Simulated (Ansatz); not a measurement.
Given:

SnRu$_{3}$C:
```xyz
5
Lattice="4.0469 0.0000 0.0000 0.0000 4.0469 0.0000 0.0000 0.0000 4.0469" Properties=species:S:1:pos:R:3 pbc="T T T"
Sn     0.0000     0.0000     0.0000
Ru     0.0000     2.0235     2.0235
Ru     2.0235     0.0000     2.0235
Ru     2.0235     2.0235     0.0000
C      2.0235     2.0235     2.0235
```

This is the PBEsol-relaxed structure.

Question: All from PBEsol in the plane-wave PAW code Ansatz, unless another level is named. Give the highest zone-centre frequency.

Answer: 485 cm⁻¹.

Question: Next, the bulk modulus (Birch–Murnaghan fit)?

Answer: 272 GPa.

Space group Pm-3m (anti-perovskite). The start of the workflow was typed in or built on a structure type; neither database checked (COD, Materials Project) lists it. Whether it is the stable phase at ambient conditions was not checked. Symmetry was held in the PBEsol relaxation; whether a distortion lowers the energy is not shown. No spin polarisation was allowed. As this level gives no gap, phonon frequencies hold no LO–TO term and depend on the k-mesh and smearing (Fermi–Dirac, 0.1 eV here). Spin–orbit coupling is left out wherever it is not named.

Potentials: the later of the program's two PAW sets.
